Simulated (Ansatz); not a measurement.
The relaxation started from an entry of Materials Project.

A relaxed cell of LiNbSe2 (P6₃/mmc (No. 194)), relaxed on a k-mesh at least as fine as the one used below. Level of theory: r2SCAN (plane waves to 500 eV, PAW, scalar-relativistic; Ansatz, a quantum-chemistry and plane-wave program). Γ-centred k-mesh 8×8×2 on the run's cell (coarser than for final values), Fermi–Dirac smearing 0.05 eV.

```
LiNbSe2
1.0
    3.52412     0.00000     0.00000
   -1.76206     3.05198     0.00000
    0.00000     0.00000    13.55113
Li Nb Se
2 2 4
Direct
  0.00000   0.00000   0.00000
  0.00000   0.00000   0.50000
  0.00000   0.00000   0.25000
  0.00000   0.00000   0.75000
  0.33333   0.66667   0.12763
  0.66667   0.33333   0.87237
  0.66667   0.33333   0.62763
  0.33333   0.66667   0.37237
```

Every atom was then displaced, and the forces became (eV/Å):

| atom | Fx | Fy | Fz |
|---|---|---|---|
| Li1 | -0.17 | -0.07 | 0.24 |
| Li2 | -0.05 | 0.17 | -0.14 |
| Nb3 | -1.87 | 0.22 | 1.26 |
| Nb4 | 0.22 | -1.00 | 0.85 |
| Se5 | 0.50 | -0.35 | -1.23 |
| Se6 | 1.17 | 0.68 | -1.46 |
| Se7 | -1.24 | 0.27 | 0.42 |
| Se8 | 1.43 | 0.07 | 0.07 |

Which atom was moved farthest relative to the others, and in which direction?

Se6, by (-0.19, -0.02, 0.14) Å (0.24 Å, mean shift removed); the next is Se7 with 0.17 Å. Its force makes an angle of 159° with its move.

All displacements (Å):

```
atom      ux      uy      uz
----  ------  ------  ------
Li1   -0.032  -0.017   0.039
Li2    0.031  -0.147   0.031
Nb3    0.113  -0.042  -0.020
Nb4   -0.020   0.051   0.050
Se5    0.056   0.002   0.083
Se6   -0.191  -0.053   0.196
Se7    0.158   0.015   0.014
Se8   -0.103  -0.088   0.020
```

Estimate the energy cost of the displacement in the harmonic approximation and compare with the calculation.

For a harmonic well ΔE = −½ Σ F·u = 0.615 eV a cell, or 77 meV/atom. The calculated energy relative to the undisplaced cell is +0.08 eV/atom, so the harmonic estimate holds well.

No spin polarisation in the result.

The run that gave the undisplaced cell could not lose the symmetry of its start; a randomly shaken copy of 8 atoms returns to this structure.
